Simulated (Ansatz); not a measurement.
Structure relaxation, SiRu

The start is a relaxed SiRu cell, doubled along one cell vector, shaken by Gaussian noise of σ = 0.08 Å a coordinate. The cell and all atomic positions are relaxed at zero pressure with r2SCAN (plane waves to 500 eV, PAW, scalar-relativistic; Ansatz, a program for electronic structure). The first steps use a 11×6×11 k-mesh.

Input geometry:
```
SiRu
1.0
    2.91305     0.00000     0.00000
    0.00000     5.82610     0.00000
    0.00000     0.00000     2.91305
Si Ru
2 2
Direct
  0.49012   0.24769   0.46399
  0.50459   0.75671   0.51869
  0.99434   0.01254   0.00395
  0.98662   0.49445   0.04559
```

Task: How large is the pressure on the unrelaxed cell, and of which sign?

Result: +3.3 GPa (positive: the cell is compressed).

Task: By how much does the energy per atom fall from start to end?

Result: 0.06 eV/atom.

Task: How do the shortest distances between atoms change?

Result: The closest pairs of elements (up to four, under 3.6 Å), start → end: Ru–Si 2.38 → 2.52 Å; Ru–Ru 2.81 → 2.91 Å; Si–Si 2.87 → 2.91 Å.

Task: What band gap does the relaxed structure have at this level?

Result: Zero (metallic).

Relaxed structure:

Space group Pm-3m (No. 221); a = b = c = 2.913 Å, α = β = γ = 90.00°

| atom | site | symmetry | x | y | z |
|---|---|---|---|---|---|
| Si | 1b | m-3m | 0.5000 | 0.5000 | 0.5000 |
| Ru | 1a | m-3m | 0.0000 | 0.0000 | 0.0000 |

Final values are on a 16×16×16 k-mesh of the relaxed cell. No spin polarisation in the result.

The first start was generated by placing the elements on the sites of a structure type. Materials Project lists a structure of SiRu in the same space group, Pm-3m (No. 221); the sites were not compared with it, nor with measured phases.
